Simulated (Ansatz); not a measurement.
LiGeN:
```
CELL_PARAMETERS angstrom
      3.01574     0.00000     0.00000
     -1.50787     2.61171     0.00000
      0.00000     0.00000     9.43086
ATOMIC_POSITIONS crystal
  Li 0.66667 0.33333 0.74163
  Li 0.33333 0.66667 0.24163
  Ge 0.00000 0.00000 0.49860
  Ge 0.00000 0.00000 0.99860
  N  0.33333 0.66667 0.60440
  N  0.66667 0.33333 0.10440
```

Relaxed with PBE. Special points in fractions of this cell's reciprocal vectors: Γ (0.000, 0.000, 0.000); M (0.500, 0.000, 0.000); K (0.333, 0.333, 0.000); A (0.000, 0.000, 0.500); L (0.500, 0.000, 0.500); H (0.333, 0.333, 0.500).

Task: List the band energies nearest the valence-band maximum at these points for the program Ansatz at the PBE level (PAW).

Result: In eV from the valence-band maximum; about four levels below and three above (degenerate sets whole), none deeper than 8.9 eV; points with the same levels are listed once.

| k | below | above |
|---|---|---|
| Γ | -1.11 -1.11 -1.11 -1.11 -0.28 | 2.52 3.49 7.11 |
| M | -2.70 -2.65 -1.14 -0.99 | 1.45 2.14 4.99 |
| K | -3.11 -3.11 -1.29 -0.17 | 2.47 2.47 4.31 4.31 |
| A | -1.11 -1.11 -1.11 -1.11 | 3.15 3.15 7.33 7.33 |
| L | -2.67 -2.67 -1.14 -1.14 | 1.88 1.88 5.17 5.17 |
| H | -3.11 -3.11 -0.79 -0.79 | 2.43 2.43 4.40 4.40 |

Space group P6_3mc. The first step of the workflow began from a Materials Project structure, measured or hypothetical; the Crystallography Open Database copy checked does not list it. Whether it is the stable phase at ambient conditions was not checked. Symmetry was held in the PBE relaxation; whether a distortion lowers the energy is not shown. Scalar-relativistic: spin–orbit coupling is off unless named, which matters more the heavier the elements.

Potentials: the later of the program's two PAW sets.
